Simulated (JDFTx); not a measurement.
Ge(110) slab cut from bulk Ge (space group Fd-3m, indices of the conventional cell, lattice of the Materials Project entry mp-32, not re-optimised): 8 atoms in 4 planes, a 1x1 cell of 22.77 Å² (|a| = 4.013, |b| = 5.675 Å), 6.0 Å between the outermost planes, cell height 22.0 Å, 4×4×1 k mesh, Fermi smearing 0.003 Ha, no spin polarisation. Neither spin polarisation nor a larger cell was tried.

Level of theory: PBE, GBRV ultrasoft potentials, plane waves to 20/100 Ha; code: a modified build of JDFTx. Vacuum. The outer atoms relax from bulk positions, keeping the cell's symmetry; the lattice is not PBE's own optimum in this code, and that strain can shift the moves by a few hundredths of an ångström. Input:

```
lattice \
  7.5829511123 0.0000000000 0.0000000000 \
  0.0000000000 10.7239122983 0.0000000000 \
  0.0000000000 0.0000000000 41.5739747418
coords-type Lattice
ion Ge 0.5000000000 0.5000000000 -0.1367974400 1
ion Ge 0.0000000000 0.7500000000 -0.1367974400 1
ion Ge 0.0000000000 0.0000000000 -0.0455991470 1
ion Ge 0.5000000000 0.2500000000 -0.0455991470 1
ion Ge 0.5000000000 0.5000000000 0.0455991470 1
ion Ge 0.0000000000 0.7500000000 0.0455991470 1
ion Ge 0.0000000000 0.0000000000 0.1367974400 1
ion Ge 0.5000000000 0.2500000000 0.1367974400 1
ion-species pseudo/ge_pbe_v1.4.upf
elec-cutoff 20 100
elec-ex-corr gga-PBE
coulomb-interaction Slab 001
coulomb-truncation-embed 0 0 0
kpoint-folding 4 4 1
elec-smearing Fermi 0.003
lcao-params 10
elec-n-bands 65
converge-empty-states yes
electronic-scf nIterations 100 energyDiffThreshold 1e-07
ionic-minimize nIterations 10 energyDiffThreshold 1e-5 knormThreshold 4e-4
dump-name vac.$VAR
dump End State Ecomponents EigStats BandEigs Forces ElecDensity IonicPositions Fillings Kpoints Dtot
```

Q: How far do the free atoms of the upper face move along the normal, and how much energy is released?

A: Ge (atom 7) 0.11 Å, Ge (atom 8) 0.11 Å, Ge (atom 5) 0.05 Å, Ge (atom 6) 0.05 Å (positive: outward). The free energy falls by 0.055 eV per cell, 19 mJ/m².
